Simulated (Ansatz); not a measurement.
**Computed properties of Zr$_{2}$Ir**

Zr2Ir:
```xyz
6
Lattice="-3.2521 3.2521 2.8879 3.2521 -3.2521 2.8879 3.2521 3.2521 -2.8879" Properties=species:S:1:pos:R:3 pbc="T T T"
Zr     1.1289     4.3809     0.0000
Zr     2.1232    -1.1289     2.8879
Zr     2.1232     1.1289     0.0000
Zr     1.1289     2.1232     2.8879
Ir     0.0000     0.0000     4.3319
Ir     0.0000     0.0000     1.4440
```

Space group I4/mcm (No. 140); conventional cell a = b = 6.5041 Å, c = 5.7758 Å, α = β = γ = 90.00°.

Method: r²SCAN in the plane-wave PAW code Ansatz. Structure relaxed to zero pressure with the same functional. Other levels are named where they apply.

**Cell and energy**

```json
{
  "volume_per_atom": "20.36 Å³",
  "density": "10.19 g/cm³",
  "Formation energy from the elements (no fitted shifts)": "-0.74 eV/atom"
}
```

**Electronic structure**

```json
{
 "electronic_character": "metallic (no gap)",
 "Density of states at the Fermi level": "0.96 states/eV per atom (mean over ±0.08 eV)",
 "Gap with spin–orbit coupling": "none (metallic)"
}
```

**Mechanics**

```json
{
 "Bulk modulus (Birch–Murnaghan fit)": "138 GPa",
 "Pressure derivative B′": "3.2"
}
```

**Phonons**

```json
{
  "highest_zone_centre_frequency": "200 cm⁻¹",
  "zone_centre_stability": "no imaginary mode at Γ"
}
```

The workflow started from a Materials Project entry (that database holds measured and hypothetical structures alike); the Crystallography Open Database copy checked does not list it. Whether it is the stable phase at ambient conditions was not checked. The r²SCAN relaxation kept the symmetry of its start. The run is not spin-polarised. As this level gives no gap, phonon frequencies hold no LO–TO term and depend on the k-mesh and smearing (Fermi–Dirac, 0.1 eV here). Axis ratios of metals converge slowly with the k-mesh, so a and c are less sure than the volume. The references are the lowest solids computed at this level, not always the standard phases. Spin–orbit coupling is left out wherever it is not named.

Potentials: the later of the program's two PAW sets.
